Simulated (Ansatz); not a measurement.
Nb3Sn:
```yaml
crystal:
  lattice:
    - [0.00000, 3.34349, 3.34349]
    - [3.34349, 0.00000, 3.34349]
    - [3.34349, 3.34349, 0.00000]
  atoms:
    - { symbol: Sn, position: [0.00000, 0.00000, 0.00000] }
    - { symbol: Nb, position: [0.50000, 0.50000, 0.50000] }
    - { symbol: Nb, position: [0.25000, 0.25000, 0.25000] }
    - { symbol: Nb, position: [0.75000, 0.75000, 0.75000] }
```

Relaxed with r²SCAN. Special points in fractions of this cell's reciprocal vectors: Γ (0.000, 0.000, 0.000); X (0.500, 0.000, 0.500); U (0.625, 0.250, 0.625); K (0.375, 0.375, 0.750); L (0.500, 0.500, 0.500); W (0.500, 0.250, 0.750).

List the band energies nearest the Fermi level at these points for the program Ansatz at the r²SCAN level (PAW).

In eV from the Fermi level; about four levels below and three above (degenerate sets whole), none deeper than 8.9 eV; points with the same levels are listed once.

| k | below | above |
|---|---|---|
| Γ | -3.22 -3.22 -0.96 -0.96 -0.96 | 1.74 2.38 2.38 2.38 |
| X | -2.10 -2.10 -1.67 -1.47 -1.47 | 0.47 0.66 0.66 |
| U | -1.90 -1.42 -1.12 -0.74 | 0.12 0.21 0.99 |
| L | -1.77 -1.77 -0.82 -0.82 | 0.19 0.29 0.29 |
| W | -1.60 -1.60 -1.30 -0.33 -0.33 | 0.32 1.23 2.01 |

Space group Fm-3m. The cell is a constructed one: a structure type filled with these elements; neither database checked (COD, Materials Project) lists it. It is not the phase usual at ambient conditions (space group No. 223). Symmetry was held in the r²SCAN relaxation. At this level the phase is mechanically unstable. The run is not spin-polarised. Scalar-relativistic: spin–orbit coupling is off unless named, which matters more the heavier the elements.

Potentials: the later of the program's two PAW sets.
